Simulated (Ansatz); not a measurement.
# HgPt squeezed and stretched

A database entry relaxed whole under r2SCAN (P4/mmm):

```yaml
crystal:
  lattice:
    - [3.00169, 0.00000, 0.00000]
    - [0.00000, 3.00169, 0.00000]
    - [0.00000, 0.00000, 3.90680]
  atoms:
    - { symbol: Hg, position: [0.00000, 0.00000, 0.00000] }
    - { symbol: Pt, position: [0.50000, 0.50000, 0.50000] }
```

The cell was scaled uniformly, its shape held, and the atoms relaxed at each volume with plane-wave PAW DFT (Ansatz 0.2.0; r2SCAN, 500 eV, 11×11×9 Γ-centred mesh, fermi-dirac occupations of width 0.100 eV; no spin, no spin-orbit coupling). One row is withheld.

```
volume (Å³/atom)  energy over the lowest (meV/atom)  pressure (GPa)
          16.544                               36.3           11.90
          16.896                                  ?               ?
          17.248                                3.6            3.42
          17.600                                0.0           -0.05
          17.952                                3.5           -3.07
          18.304                               13.3           -5.71
          18.656                               28.5           -8.01
```

Fit the pressures of the other rows to the third-order Birch-Murnaghan form.

With f = [(V₀/V)^(2/3) − 1]/2 and P = 3B₀f(1 + 2f)^(5/2)[1 + 3(B₀′ − 4)f/2], least squares gives V₀ = 17.60 Å³ an atom, B₀ = 162 GPa and B₀′ = 5.7; the rows miss the fit by less than 0.01 GPa. The slope of the energies differs from these pressures by less than 0.05 GPa.

What does the withheld row hold?

The fit gives 7.38 GPa at 16.896 Å³; the run gave 7.38 GPa and 15.3 meV an atom.

Caveats: the shape of the cell was held, so B₀ is an upper bound where the axes differ in stiffness; 0 K, fixed nuclei; the symmetry was kept, and this need not be the phase that is stable at 0 K; one mesh for all volumes; the relaxed cell lies far from the entry, by an error of the functional or of the entry; pressure is positive in compression.
